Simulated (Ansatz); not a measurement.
A plane-wave DFT run in Ansatz 0.2.0 (scalar-relativistic PAW potentials unless the input names others): input and command.

```yaml
crystal:
  lattice:
    - [-3.6578411923, 0.0, 0.0]
    - [-1.8289205962, -3.1677833955, 0.0]
    - [0.0, 0.0, 16.2097551096]
  atoms:
    - { symbol: Ga, position: [0.3333333333, 0.3333333333, 0.318807006] }
    - { symbol: Ga, position: [0.6666666667, 0.6666666667, 0.681192994] }
    - { symbol: Ga, position: [0.6666666667, 0.6666666667, 0.8313723775] }
    - { symbol: Ga, position: [0.3333333333, 0.3333333333, 0.1686276225] }
    - { symbol: Se, position: [0.6666666667, 0.6666666667, 0.3936471576] }
    - { symbol: Se, position: [0.3333333333, 0.3333333333, 0.6063528424] }
    - { symbol: S, position: [0.3333333333, 0.3333333333, 0.8957501319] }
    - { symbol: S, position: [0.6666666667, 0.6666666667, 0.1042498681] }
basis:
  ecutwfc: "120 eV"
kpoints:
  mp_grid: { grid: [8, 8, 2] }
hamiltonian:
  xc: pbesol
scf:
  occupations: { method: gaussian, width: 0.05 }
  max_iter: 60
output:
  forces: true
  eigenvalues: true
  stress: true
```

```bash
ansatz run input.yaml --threads 2 --pin off --max-ram 5120MiB --backend cpu --events-out ev --progress --plain --runs-dir out
```

Abridged log:
```
Pseudopotentials: kind: paw
Pseudopotential: Ga, paw, valence charge 13, recommended cutoff 420 eV (normal)
Pseudopotential: Se, paw, valence charge 16, recommended cutoff 420 eV (normal)
Pseudopotential: S, paw, valence charge 6, recommended cutoff 420 eV (normal)
Functional definition: PBEsol
Crystal: 8 atoms, lattice volume = 187.826 Å³
Basis set: ecut = 120 eV, 587 PW (Γ), exchange–correlation on 30×30×120 points (8 copies of the dense FFT grid, shifted against one another)
Bands: 58, of which v1, the nominal top of the filled ones, is band 48 counted from 1 (47 counted from 0)
Symmetry: 12 space group operations
Space group: P-3m1 (ITA 164), of the structure as read, at distance tolerance 5.7e-5 Å
k-points: 20 of 128
Initial density: superposition of atomic densities (neutral atoms: chi_scale 0, normalization atom), corrected by the library's trained network
Initial wavefunctions: pseudopotential atomic-orbital guess
Functional: x = pbesol(κ = 0.804, μ = 0.12345679), c = pbesol(β = 0.046)
SCF iter   1: F=—  HF=-27315.780121 eV  |F-HF|=—  |Δ(HF+E_count)|=         —  Δρ=3.72e-1  dr2=1.24e2  ethr=1.77e-3  ⟨swp⟩=5.8  Hψ=3573  notcnv=0  defer=8
SCF iter   2: F=—  HF=-27165.516655 eV  |F-HF|=—  |Δ(HF+E_count)|=    1.50e2  Δρ=1.33e-1  dr2=1.55e1  ethr=1.77e-3  ⟨swp⟩=4.0  Hψ=3309  notcnv=0  defer=115
SCF iter   3: F=—  HF=-27142.564139 eV  |F-HF|=—  |Δ(HF+E_count)|=    2.30e1  Δρ=2.40e-2  dr2=5.23e0  ethr=1.77e-3  ⟨swp⟩=3.8  Hψ=2744  notcnv=0  defer=55
automatic band count: iteration 3 solves 55 bands in place of 58: the levels show a gap, and the empty bands left out lie too high to hold charge; the band table lists the bands solved (type scf.n_extra_bands for more)
SCF iter   4: F=—  HF=-27142.593402 eV  |F-HF|=—  |Δ(HF+E_count)|=   2.93e-2  Δρ=2.05e-2  dr2=5.89e0  ethr=1.77e-3  ⟨swp⟩=4.2  Hψ=2212  notcnv=0  defer=53
SCF iter   5: F=—  HF=-27142.355922 eV  |F-HF|=—  |Δ(HF+E_count)|=   2.37e-1  Δρ=7.50e-3  dr2=6.01e-1  ethr=1.77e-3  ⟨swp⟩=2.3  Hψ=1366  notcnv=0  defer=53
SCF iter   6: F=—  HF=-27142.334184 eV  |F-HF|=—  |Δ(HF+E_count)|=   2.17e-2  Δρ=2.40e-3  dr2=3.65e-2  ethr=6.26e-4  ⟨swp⟩=2.7  Hψ=1251  notcnv=0  defer=53
SCF iter   7: F=—  HF=-27142.334652 eV  |F-HF|=—  |Δ(HF+E_count)|=   4.68e-4  Δρ=4.70e-4  dr2=1.04e-3  ethr=3.80e-5  ⟨swp⟩=2.0  Hψ=1362  notcnv=0  defer=53
SCF iter   8: F=—  HF=-27142.334694 eV  |F-HF|=—  |Δ(HF+E_count)|=   4.19e-5  Δρ=1.04e-4  dr2=2.31e-5  ethr=1.09e-6  ⟨swp⟩=2.0  Hψ=1324  notcnv=0  defer=53
SCF iter   9: F=—  HF=-27142.332026 eV  |F-HF|=—  |Δ(HF+E_count)|=   2.67e-3  Δρ=5.04e-5  dr2=6.57e-6  ethr=2.41e-8  ⟨swp⟩=2.0  Hψ=1786  notcnv=0  defer=53
SCF iter  10: F=—  HF=-27142.332025 eV  |F-HF|=—  |Δ(HF+E_count)|=   7.90e-7  Δρ=1.12e-5  dr2=5.51e-7  ethr=6.85e-9  ⟨swp⟩=2.0  Hψ=1335  notcnv=0  defer=53
SCF iter  11: F=-27142.332026 eV  HF=-27142.332026 eV  |F-HF|=6.66e-10  |Δ(HF+E_count)|=   7.98e-8  Δρ=1.67e-6  dr2=6.92e-9  ethr=1.04e-10  ⟨swp⟩=10.0  Hψ=4166  notcnv=0
SCF 1 converged in 11 iterations: F = -27142.332026 eV  dr2 = 6.92e-9
SCF converged after 11 iterations
Free energy (F): -27142.332026 eV
Harris-Foulkes:  -27142.332026 eV  (|F-HF|=6.66e-10)
Internal energy: -27142.332024 eV  (E = F + TS)
E sigma→0 (E₀):  -27142.332025 eV
Entropy (-TS):   -0.000002 eV ( 0.000 meV/atom)
Fermi energy:    5.423563 eV
--- Forces (eV/Å), atoms counted from 1 ---
  atom   1  Ga     0.00000000     0.00000000    -0.64625950
  atom   2  Ga     0.00000000     0.00000000     0.64625950
  atom   3  Ga     0.00000000     0.00000000    -0.92434649
  atom   4  Ga     0.00000000     0.00000000     0.92434649
  atom   5  Se     0.00000000     0.00000000    -2.86261980
  atom   6  Se     0.00000000     0.00000000     2.86261980
  atom   7  S      0.00000000     0.00000000    -1.77273691
  atom   8  S      0.00000000     0.00000000     1.77273691
--- Stress (GPa, compression-positive) ---
      -21.829237       0.000000       0.000000
        0.000000     -21.829237       0.000000
        0.000000       0.000000     -19.038730
  P = ⅓ Tr σ = -20.8991 GPa (-208.991 kbar)
```

Q: Find the fault.

A: The fault is a cutoff far too low (basis.ecutwfc: 420 → "120 eV", the first being the value of the sound run). Setting it back cures it. The log, from which this was withheld above, says: «Warning: basis.ecutwfc = 120 eV is below the records' recommended 420 eV, and the density's cutoff is lower with it unless basis.ecutrho_ratio is high enough to keep the records' density cutoff: compare with a run at a higher cutoff» The run converged all the same, with an energy at zero smearing 56.7 eV/atom above the reference's, pressure -20.90 GPa, largest force 2.863 eV/Å, gap on the mesh 0.24 eV, so convergence alone doesn't show that an input is right. A reference run from the same start on usual settings converged with pressure 0.00 GPa, largest force 0.002 eV/Å, gap on the mesh 1.43 eV.

It took 1.9 s on 2 threads of Arm Neoverse V1, on a shared host, peak memory 0.31 GiB.